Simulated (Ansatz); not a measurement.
Zr$_{3}$N$_{4}$:
```
Zr3N4
1.0
   -3.35129     3.35129     3.35129
    3.35129    -3.35129     3.35129
    3.35129     3.35129    -3.35129
Zr N
6 8
Cartesian
  2.51347   0.00000   1.67565
  0.83782   0.00000   5.02694
  1.67565   2.51347   0.00000
  5.02694   0.83782   0.00000
  0.00000   1.67565   2.51347
  0.00000   5.02694   0.83782
  0.47524   0.47524   0.47524
 -0.47524   2.87605   0.47524
  2.87605   0.47524  -0.47524
  0.47524  -0.47524   2.87605
  2.15089   2.15089   2.15089
  1.20040   4.55169  -1.20040
 -1.20040   1.20040   4.55169
  4.55169  -1.20040   1.20040
```

Relaxed with PBEsol. Special points in fractions of this cell's reciprocal vectors: Γ (0.000, 0.000, 0.000); H (0.500, -0.500, 0.500); N (0.000, 0.000, 0.500); P (0.250, 0.250, 0.250).

Task: List the band energies nearest the valence-band maximum at these points for PBEsol with spin–orbit coupling in the plane-wave PAW code Ansatz.

Result: In eV from the valence-band maximum; about four levels below and three above (degenerate sets whole), none deeper than 8.9 eV; points with the same levels are listed once.

| k | below | above |
|---|---|---|
| Γ | 0.00 0.00 0.00 0.00 | 0.73 0.73 0.73 0.73 |
| H | -0.42 -0.42 -0.42 -0.42 -0.42 -0.42 -0.42 -0.42 | 3.25 3.25 3.25 3.25 3.25 3.25 3.25 3.25 3.25 3.25 3.25 3.25 |
| N | -0.75 -0.75 -0.74 -0.74 | 2.09 2.09 2.11 2.11 |
| P | -1.36 -1.36 -1.36 -1.32 | 2.34 2.36 2.36 2.36 |

Space group I-43d. The cell was relaxed with PBEsol under the symmetry of its start. The run is not spin-polarised.

Potentials: the later of the program's two PAW sets.
